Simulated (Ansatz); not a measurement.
Ga3Mo (Cu3Au type, Pm-3m) at seven volumes, plane-wave PAW r²SCAN (Ansatz code), scaled uniformly. One row is withheld.

```
V (Å³/atom)  P (GPa)
-----------  -------
13.734         15.84
14.187          9.60
14.639          4.33
15.092          0.00
15.545         -3.67
15.998             ?
16.450         -9.54
```

Fit the shown pressures and predict the withheld one.

P = (3/2)B₀(x^(7/2) − x^(5/2))[1 + (3/4)(B′ − 4)(x − 1)] with x = (V₀/V)^(2/3). Least squares on the six rows gives V₀ = 15.090 Å³/atom, B₀ = 135 GPa, B′ = 4.67. At V = 15.998, x = 0.9618 and P = -6.88 GPa. The run itself gave -6.84 GPa.

A made-up cell: these elements were put on the sites of a structure type; neither database checked (COD, Materials Project) lists it. Its standing as an ambient phase is unchecked. The cell was relaxed with r²SCAN under the symmetry of its start; its stability against distortions is not shown here. No spin polarisation was allowed.

Potentials: the earlier of the program's two PAW sets.
